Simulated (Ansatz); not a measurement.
# Structure relaxation, La

The start is a generated cell, La built in the beta-Sn structure type. A full variable-cell relaxation at zero pressure is run with PBE (plane waves to 420 eV, PAW, scalar-relativistic; Ansatz, a program for electronic structure). The first steps use a coarse 10×10×10 k-mesh.

Initial structure:
```
CELL_PARAMETERS angstrom
     -3.30153     3.30153     1.80136
      3.30153    -3.30153     1.80136
      3.30153     3.30153    -1.80136
ATOMIC_POSITIONS crystal
  La 0.75000 0.25000 0.50000
  La 0.00000 0.00000 0.00000
```

Task: How does the volume per atom move from start to end?

Result: -9.5 %, from 39.27 to 35.54 Å³/atom.

Task: How do the shortest distances between atoms change?

Result: The closest pairs of elements (up to four, under 3.6 Å), start → end: La–La 3.42 → 3.24 Å.

Task: What band gap does the relaxed structure have at this level?

Result: Zero (metallic).

The space group stays I4₁/amd (No. 141) (the run could not lower it); the end is AFLOW prototype A_tI4_141_a (A5, as in Sn), with 2 atoms in the primitive cell. Final values are on a 15×15×15 k-mesh of the relaxed cell. No spin polarisation in the result.

The run could not lose the symmetry of its start, so the end can be a saddle point.

All atoms sit on sites fixed by symmetry, so only the cell could relax.

The relaxed structure here is a generated cell of La: the first start was made by placing the elements on the sites of a structure type, and the end was not matched to a known phase here, so it may be hypothetical. Known forms of La include space group No. 194.
